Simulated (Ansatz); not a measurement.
Question: MoW (rock salt, space group No. 225) is relaxed with the program Ansatz at the PBE level (PAW). What lattice parameters of the conventional cell result?

Answer: a = 5.240 Å.

Space group Fm-3m (rock salt). The start of the workflow was typed in or built on a structure type; neither database checked (COD, Materials Project) lists it. Whether it is the stable phase at ambient conditions was not checked. Symmetry was held in the PBE relaxation; whether a distortion lowers the energy is not shown. The run is not spin-polarised. Its formation energy is positive at this level, so the cell may be metastable or incomplete. Scalar-relativistic: spin–orbit coupling is off unless named, which matters more the heavier the elements.

Potentials: the later of the program's two PAW sets.
